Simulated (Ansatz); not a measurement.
Consider the following.

Starting cell, CdTe (zinc blende):

```yaml
crystal:
  lattice:
    - [0.00000, 3.30902, 3.30902]
    - [3.30902, 0.00000, 3.30902]
    - [3.30902, 3.30902, 0.00000]
  atoms:
    - { symbol: Te, position: [0.75000, 0.75000, 0.75000] }
    - { symbol: Cd, position: [0.00000, 0.00000, 0.00000] }
```

Scan: atom 1 (Te, nearest neighbour Cd at 2.866 Å; its periodic images, 4.7 Å or more away, move with it) is displaced towards the nearest neighbour, direction (-0.577, -0.577, 0.577) in Cartesian axes, by s. The other atoms stay.

Level of theory: PBE (plane waves to 420 eV, PAW, scalar-relativistic; Ansatz, a program for electronic structure). k mesh 7×7×7 (Γ-centred), Fermi-Dirac smearing 0.05 eV. E stands for the smeared free energy. CdTe was relaxed with its symmetry unable to fall. Spin-orbit coupling is left out, though Te is heavy. ΔE is measured from the undisplaced structure.

The scan covers s from -0.290 to 0.290 Å in 11 points.

Is this a single well or a double well?

A single well with its minimum at or next to zero displacement.

Is the energy the same for displacements of ±0.290 Å, and if not, which side lies higher?

Not even: the positive side lies higher at ±0.290 Å. With its periodic images moving along, the atom's site symmetry in this cell is -43m.

What is the energy change at s = 0.290 Å?

228.9 meV/cell.

What force acts on the atom along the line at s = -0.290 Å?

0.620 eV/Å.

What is the force constant k = d²E/ds² of this move at s = 0?

3.72 eV/Å².

(A displaced cell: forces are minus the slopes of the energy, force constants its curvatures, and phonons follow from these.)
